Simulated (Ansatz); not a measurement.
## Compressing TiO$_{2}$: a fit and a missing row

TiO$_{2}$, P4_2/mnm, a = 4.597 Å, c = 2.954 Å. The compound has several low-lying forms, and this is one of them. Ansatz: r2SCAN, PAW, 500 eV, Γ-centred 6×6×10 mesh on 6 atoms, Gaussian smearing 0.02 eV; no spin polarisation. Shape and atoms are relaxed at each volume; pressure is positive in compression.

```
V (Å³/atom) P (GPa)
      9.778        ?
     10.090     7.56
     10.402     0.00
     10.714    -6.28
     11.026   -11.37
```

**Question.** Take V0 = 10.402 Å³/atom, fit the third-order Birch–Murnaghan form to the other rows, and predict the missing pressure.

**Answer.** With the Eulerian strain f = ½[(V0/V)^(2/3) − 1] and y = P/[3f(1 + 2f)^(5/2)], the form is the line y = B0 + 1.5 B0 (B0′ − 4) f. Rows (f, y): 0.01025, 233.7; -0.00975, 225.5; -0.01905, 219.2. Means f = -0.006183, y = 226.13; Σ(Δf)² = 0.0004483, ΣΔfΔy = 0.2158; the slope is their ratio. y = 229.1 + 481.4 f GPa, so B0 = 229.1 GPa and B0′ = 4 + 2 × (481.4)/(3 × 229.1) = 5.40. At V = 9.778, f = 0.02105, y = 239.23 and P = 16.75 GPa. The run gave 16.58 GPa, so the fit is 0.17 GPa too high, a small miss on the scale of the series. The form still works here, 33 % of the fitted range beyond its end.

Cost: 5 runs of about 2.5 core-minutes in all, on Intel Xeon 6975P-C (Granite Rapids) (shared hosts).